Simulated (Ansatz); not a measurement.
According to DFT-r²SCAN in the program Ansatz with PAW potentials, In14O24Sn2 in the monoclinic phase (C2/c; Pearson symbol mS80) relaxes to a = 14.398 Å, b = 10.197 Å, c = 10.190 Å, β = 134.9°. In on 4b has 6 nearest neighbours from 2.19 Å (octahedral). Its formation energy from the elements is -1.78 eV/atom, with no fitted shifts.

Electronic character: metallic (no gap).

Bader charges are In +1.89 to +1.91, O -1.31, Sn +2.43 e.

The start of the workflow was typed in or built on a structure type; neither database checked (COD, Materials Project) lists it. Whether it is the stable phase at ambient conditions was not checked. The cell was relaxed with r²SCAN under the symmetry of its start; its stability against distortions is not shown here. A small band overlap can be real or an error of a semilocal functional. The references are the lowest solids computed at this level, not always the standard phases (solids in place of the gases). Spin–orbit coupling is left out wherever it is not named.

Potentials: the later of the program's two PAW sets.
